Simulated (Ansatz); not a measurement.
A bilayer cut from bulk MoS2 (2H-MoS2 type, space group P6_3/mmc), in the bulk's stacking and in-plane cell, with 15 Å of vacuum. The upper layer (atoms 4 to 6) slides over the lower.

```yaml
crystal:
  lattice:
    - [3.17300, 0.00000, 0.00000]
    - [1.58650, 2.74790, 0.00000]
    - [0.00000, 0.00000, 24.32978]
  atoms:
    - { symbol: S, position: [0.33333, 0.33333, 0.30826] }
    - { symbol: Mo, position: [0.66667, 0.66667, 0.37221] }
    - { symbol: S, position: [0.33333, 0.33333, 0.43615] }
    - { symbol: S, position: [0.66667, 0.66667, 0.56385] }
    - { symbol: Mo, position: [0.33333, 0.33333, 0.62779] }
    - { symbol: S, position: [0.66667, 0.66667, 0.69174] }
```

In-plane vectors a = (3.173, 0.000) Å, b = (1.586, 2.748) Å, area 8.72 Å². The shift is s times the vector a + b (length 5.496 Å), so s = 1 restores the start. Atoms relax along the normal only. γ = [E(shift) − E(0)] / area.

All values below come from r2SCAN+rVV10 (plane waves to 500 eV, PAW, scalar-relativistic; Ansatz, an electronic-structure program). k mesh 12×12×1 (Γ-centred), Fermi-Dirac smearing 0.05 eV. E is the zero-smearing estimate. MoS2 is run without spin polarisation. MoS2 was relaxed with its symmetry unable to fall. The zero of γ is zero shift.

```
s      γ (mJ/m²)
-----  ---------
0.000          0
0.083         17
0.167         36
0.250         36
0.333         28
0.417         46
0.500         85
0.583        114
0.667   withheld
0.750        114
0.833         79
0.917         27
```

**Question.** Fit a Fourier form (three harmonics of 1 − cos and sin) to the given rows and predict γ at s = 0.667.

**Answer.** Least squares on the 11 given rows: γ = (34.2)·[1 − cos(2πs)] + (-39.5)·sin(2πs) + (16.3)·[1 − cos(4πs)] + (16.0)·sin(4πs) + (8.2)·[1 − cos(6πs)], in mJ/m²; root-mean-square residual 0.8 mJ/m². At 0.667 the fit gives 124 mJ/m²; the calculation gives 125 mJ/m², so the interpolation is off by -1 (-0.8 %). 

(The slope of γ gives the shear force per area between the displaced halves; near zero shift its curvature is an elastic stiffness.)
